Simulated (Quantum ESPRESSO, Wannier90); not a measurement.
# Wannierisation of MgTe (wurtzite)

```yaml
crystal:
  lattice:
    - [4.59020, 0.00000, 0.00000]
    - [-2.29510, 3.97523, 0.00000]
    - [0.00000, 0.00000, 7.43781]
  atoms:
    - { symbol: Mg, position: [0.33333, 0.66667, 0.99599] }
    - { symbol: Mg, position: [0.66667, 0.33333, 0.49599] }
    - { symbol: Te, position: [0.33333, 0.66667, 0.37401] }
    - { symbol: Te, position: [0.66667, 0.33333, 0.87401] }
```

Materials Project entry mp-1039; symmetrised, unrelaxed at this level. COD (Crystallography Open Database) has an entry of this formula and space group (matched by these alone). Level: PBEsol, spinors with spin-orbit coupling; pw.x of Quantum ESPRESSO at 68 Ry with PseudoDojo potentials, 4×4×4 k-points, Wannier90. Density: 12×12×4 mesh, cold smearing 0.01 Ry.

Base run: 32 functions from bands 37-88 of the 88 computed, start hydrogen-like Mg: s;p; Te: s;p, centres 0.05 Å off the atoms, frozen window up to 3.54 eV relative to the valence-band maximum, outer window open. One thing is changed at a time; window edges are relative to the valence-band maximum. The misfit compares interpolated bands with pw.x on a high-symmetry path, for states up to 3.0 eV relative to the valence-band maximum. Converged means that the tolerances were met: symmetric starts can stop on a saddle, which shows as a larger Ω_OD at equal Ω_I and can move the misfit too.

Task: Which of these settings interpolates worst among those that finish?
A) outer window to 13.27 eV
B) no frozen window
C) frozen window to 2.54 eV
D) base
E) frozen window to 0.54 eV

Result: B, no frozen window. The whole sweep:

```csv
setting,functions,frozen to (eV),Ω_I (Å²),Ω_D (Å²),Ω_OD (Å²),rms misfit (meV),worst (meV),ended
base,32,3.54,61.47,0.10,9.11,22,124,converged
frozen window to 0.54 eV,32,0.54,56.70,0.04,9.66,70,438,converged
frozen window to 2.54 eV,32,2.54,56.70,0.04,9.68,70,436,converged
no frozen window,32,none,54.74,0.02,8.67,128,488,converged
outer window to 13.27 eV,32,3.54,61.50,0.10,9.13,23,123,converged
```
